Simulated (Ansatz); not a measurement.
LaC$_{2}$ in space group Immm (No. 71; La on 2a, C on 4h) at seven volumes, r²SCAN (plane waves, PAW; program Ansatz), shape and atoms relaxed at each. One row is withheld.

| V (Å³/atom) | P (GPa) |
|---|---|
| 16.093 | ? |
| 16.624 | 6.43 |
| 17.154 | 2.96 |
| 17.685 | 0.00 |
| 18.215 | -2.52 |
| 18.746 | -4.66 |
| 19.276 | -6.49 |

**Question.** Fit the shown pressures and predict the withheld one.

**Answer.** Third-order Birch–Murnaghan: P = (3/2)B₀(x^(7/2) − x^(5/2))[1 + (3/4)(B′ − 4)(x − 1)] with x = (V₀/V)^(2/3). Least squares on the six rows gives V₀ = 17.685 Å³/atom, B₀ = 90.83 GPa, B′ = 4.36. At V = 16.093, x = 1.0649 and P = 10.53 GPa. The run itself gave 10.49 GPa.

The workflow started from a Materials Project entry (that database holds measured and hypothetical structures alike); the Crystallography Open Database copy checked does not list it. COD files the formula under space group No. 139. Whether it is the stable phase at ambient conditions was not checked. The r²SCAN relaxation kept the symmetry of its start; its stability against distortions is not shown here. Spin–orbit coupling is left out wherever it is not named.

Potentials: the later of the program's two PAW sets.
